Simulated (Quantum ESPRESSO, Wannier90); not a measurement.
# Wannierisation of LiAuF₆ (R-3)

```
begin unit_cell_cart
ang
   -2.4689899733    4.2764160771    0.0000000000
   -4.9379799466    0.0000000000    0.0000000000
   -2.4689899733    1.4254720257    4.5196400000
end unit_cell_cart
begin atoms_frac
Li   0.5000000000  0.5000000000  0.5000000000
Au   0.0000000000  0.0000000000  0.0000000000
F   -0.0976500000  0.2415000000  0.2466570000
F    0.0976500000 -0.2415000000 -0.2466570000
F   -0.3905070000 -0.0976500000  0.2466570000
F    0.3905070000  0.0976500000 -0.2466570000
F    0.2415000000 -0.3905070000  0.2466570000
F   -0.2415000000  0.3905070000 -0.2466570000
end atoms_frac
```

Structure: Materials Project mp-1079483, symmetrised, not relaxed again. Not found in the COD (Crystallography Open Database) copy used; not checked further. Level: PBEsol, no spin polarisation, no spin-orbit coupling; pw.x of Quantum ESPRESSO at 68 Ry with PseudoDojo potentials, 4×4×4 k-points, Wannier90. Density: 8×8×8 mesh, cold smearing 0.01 Ry. Spin-orbit coupling is left out although heavy elements are present.

Bands 33-34 form an isolated set from 1.97 to 2.22 eV relative to the valence-band maximum (on the path) and are turned into 2 Wannier functions by minimising the spread from the start: SCDM (isolated).

Centres (Cartesian, Å; one of the equivalent choices) and spreads:

```csv
n,x,y,z,spread (Å²),nearest atom
1,0.000,0.000,0.000,2.713,Au2
2,0.000,0.000,0.000,2.713,Au2
```

Ω_I = 5.41 Å², Ω_total = 5.43 Å²; the interpolated bands follow pw.x to 0.5 meV rms on the path. Only this start was tried; a symmetric start can stop on a saddle, and mixtures of these functions could lower the total by at most Ω_total − Ω_I.
